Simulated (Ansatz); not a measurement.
## SnPb3O4: a bulk modulus from differences

The cell was found from a structure generator's guess, not taken from experiment.

All numbers below come from DFT PBE, scalar-relativistic, plane waves, PAW (Ansatz 0.2.0). Settings of the last relaxation (8-atom cell): 420 eV, 8×8×4 k points, Gaussian smearing of 0.02 eV, no spin polarisation.

```xyz
8
Lattice="4.0018 0.0000 0.0000 0.0000 4.0018 0.0000 0.0000 0.0000 10.9130" Properties=species:S:1:pos:R:3 pbc="T T T"
Sn    2.0009    2.0009    4.2827
Pb    0.0000    0.0000    1.2742
Pb    0.0000    0.0000    6.6081
Pb    2.0009    2.0009    9.7653
O     0.0000    2.0009    0.0386
O     0.0000    2.0009    5.3657
O     2.0009    0.0000    0.0386
O     2.0009    0.0000    5.3657
```

The cell was set to several volumes, with shape and atoms relaxed at each where symmetry leaves them free. Pressure is positive in compression, and energies count from the lowest row.

```csv
row,V (Å³/atom),P (GPa),ΔE (meV/atom),gap on mesh (eV)
1,19.224,2.62,16.9,0.87
2,19.879,1.66,8.4,1.02
3,20.535,?,?,?
4,21.190,0.43,0.8,1.33
5,21.845,0.01,0.0,1.48
6,22.501,-0.27,0.5,1.62
7,23.156,-0.42,1.7,1.64
8,24.030,-0.52,3.9,1.61
```

Task: Find B = −V·ΔP/ΔV from rows 4 and 6 and from rows 1 and 2, and from the two its slope B′ and its value B0 at zero pressure.

Result: Rows 4 and 6 give −(21.190 + 22.501)/2 × (-0.27 − (0.43))/(22.501 − 21.190) = 11.7 GPa at a mean pressure of 0.08 GPa. Rows 1 and 2 give −(19.224 + 19.879)/2 × (1.66 − (2.62))/(19.879 − 19.224) = 28.7 GPa at a mean pressure of 2.14 GPa. So B′ = (28.7 − 11.7)/(2.14 − (0.08)) = 8.25 and B0 = 11.7 − 8.25 × (0.08) = 11.0 GPa. A third-order Birch–Murnaghan fit to all the energies gives B0 = 9.6 GPa and B′ = 12.9.

Task: Estimate the pressure and energy of row 3.

Result: From row 5, V0 = 21.845 × (1 + (0.01)/11.0) = 21.865 Å³/atom. Murnaghan's form P = (B0/B′)·[(V0/V)^B′ − 1] gives (11.0/8.25) × [(21.865/20.535)^8.25 − 1] = 0.90 GPa; the computed pressure is 0.95 GPa, so the estimate is off by -0.05 GPa. The work of compression from row 4, with the mean of the two pressures, gives ΔE = 0.8 + (0.90 + 0.43)/2 × (21.190 − 20.535)/160.2 × 1000 = 3.5 meV/atom (1 eV/Å³ = 160.2 GPa); the computed value is 3.4 meV/atom.

Task: Fit the gap against pressure through the other rows and estimate it at the computed pressure of row 3.

Result: Over the 7 rows the mean pressure is 0.5014 GPa and the mean gap is 1.367 eV. The sums of products of deviations are S_xx = 8.565 and S_xy = -2.203, so the slope is -2.203/8.565 = -0.2572 (r = -0.99, rms misfit 0.04 eV). At 0.95 GPa the line gives 1.367 + (-0.2572) × (0.95 − 0.5014) = 1.25 eV. The computed value is 1.17 eV, so the line is off by +0.08 eV, more than the largest miss among the fitted rows (0.06 eV).

Weakly bound directions are ill-defined at this level, which has no dispersion term. These runs have no spin–orbit coupling, which can matter for Pb. Kohn–Sham gaps at this level usually fall short of measured ones. The missing spin–orbit coupling can work the other way here. All volumes keep the k mesh of the relaxed cell. A later test with randomly moved atoms came back to the same energy, though modes that don't fit the test's cell weren't probed.
